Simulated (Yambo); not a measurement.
G0W0@PBEsol for Ba2SrWO6 (space group C2/m, No. 12) in Yambo. Reference settings: 2×2×2 Γ-centred k mesh, bands 2 to 314 and a 8 Ry block in the screening, 314 bands in G with the Bruneval-Gonze terminator, plasmon pole fitted at 27.2 eV. The PBEsol gap (0, 0, -0.5) → (-0.5, -0.5, 0) on this mesh is 2.73 eV; G0W0 gaps are taken between the same points.

The settings were changed. The gap went from 4.38 eV to 4.52 eV, and the shift of the valence edge from -0.54 eV to -0.34 eV.

Task: Name the change that produced these shifts.
A) 204 bands in G, no terminator
B) 122 bands in W, 122 bands in G
C) 1 Ry block
D) 204 bands in W, 204 bands in G

Result: B, 122 bands in W, 122 bands in G. The others gave (gap, valence shift): 1 Ry block: 5.81, -1.25 eV; 204 bands in G, no terminator: 4.42, -0.19 eV; 204 bands in W, 204 bands in G: 4.42, -0.47 eV.

Spin-orbit coupling is not included.

Geometry of the Materials Project entry, not relaxed at this level; primitive cell a = 6.1155 Å, b = 6.1155 Å, c = 6.2143 Å, α = 119.69°, β = 119.69°, γ = 60.09°.

The structure is a Materials Project entry; no match was found in the copy of COD used, and its stability was not checked.

A shift is the quasiparticle energy of the state minus its PBEsol energy.
